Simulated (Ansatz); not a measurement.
BaGaHO$_{2}$ in space group P4/mmm (No. 123; Ba on 1d, Ga on 1a, O on 2f, H on 1b), DFT-PBEsol in the program Ansatz with PAW potentials. The conduction-band minimum lies at Z, with 1 equivalent valley. Second derivatives d²E/dk² of the lowest band at one valley (eV·Å²), along Cartesian directions:

| direction | d²E/dk² |
|---|---|
| [100] | 41.34 |
| [010] | 41.34 |
| [001] | 110.9 |
| [110] | 41.34 |
| [101] | 76.17 |
| [011] | 76.17 |

**Question.** Find the principal effective masses, the density-of-states mass and the conductivity mass.

**Answer.** Off-diagonal terms follow from H_xy = H[110] − (H_xx + H_yy)/2, and m*/mₑ = 7.620 eV·Å² over each eigenvalue: 0.069, 0.18, 0.18. One valley's DOS mass (m₁m₂m₃)^(1/3) = 0.13, conductivity mass 3/(Σ 1/mᵢ) = 0.12 mₑ.

**Question.** What effective density of states Nc follows at 300 K for parabolic valleys?

**Answer.** Nc = 2.509e19 × 1 × (0.13)^(3/2) ≈ 1.2e18 cm⁻³.

The start of the workflow was typed in or built on a structure type; neither database checked (COD, Materials Project) lists it. Whether it is the stable phase at ambient conditions was not checked. The cell was relaxed with PBEsol under the symmetry of its start; phonons show weakly imaginary modes. Spin–orbit coupling is left out wherever it is not named.

Potentials: the earlier of the program's two PAW sets. The files were generated under PBE; for other functionals the program regenerates the frozen cores, and for LDA and PBEsol the local potential too.

Edges and masses are those of Kohn–Sham bands, whose gap is no quasiparticle gap.
